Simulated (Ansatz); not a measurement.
The cell below belongs to a search over invented structures; it isn't taken from experiment.

Input and command of a plane-wave DFT calculation in Ansatz:

```yaml
crystal:
  lattice:
    - [7.04736394, 0.0, 0.0]
    - [-3.52368197, 6.1031962, 0.0]
    - [0.0, 0.0, 5.53201288]
  atoms:
    - { symbol: Zn, position: [0.33333333, 0.66666667, 0.5] }
    - { symbol: Zn, position: [0.66666667, 0.33333333, 0.5] }
    - { symbol: Zn, position: [0.0, 0.0, 0.31171153] }
    - { symbol: Zn, position: [0.0, 0.0, 0.68828847] }
    - { symbol: Pb, position: [0.5, 0.0, 0.0] }
    - { symbol: Pb, position: [0.0, 0.5, 0.0] }
    - { symbol: Pb, position: [0.5, 0.5, 0.0] }
    - { symbol: Pb, position: [0.5, 0.0, 0.5] }
    - { symbol: Pb, position: [0.0, 0.5, 0.5] }
    - { symbol: Pb, position: [0.5, 0.5, 0.5] }
basis:
  ecutwfc: 420
kpoints:
  mp_grid: { grid: [3, 3, 3] }
hamiltonian:
  xc: pbe
scf:
  occupations: { method: gaussian, width: 0.2 }
  lower_state_search: "off"
output:
  forces: true
  stress: true
  eigenvalues: true
relax:
  adjacent_minimum: "off"
  f_tol: 0.08
  max_steps: 16
  cell: { stress_tol: 0.8 }
```

```bash
ansatz run input.yaml --threads 1 --pin off --max-ram 2560MiB --backend cpu --events-out ev --progress --plain --runs-dir out
```

Processor: Intel(R) Xeon(R) Platinum 8375C CPU @ 2.90GHz (Ice Lake), 1 thread, on a host shared with other jobs.

**Question.** How long does it run, and how much memory does it take?

**Answer.** About 120 s, peak memory 0.75 GiB. It solves 80 bands at 6 k points (after reduction by symmetry) with about 8127 plane waves (on the last cell), in 102 SCF iterations over 13 ionic steps.
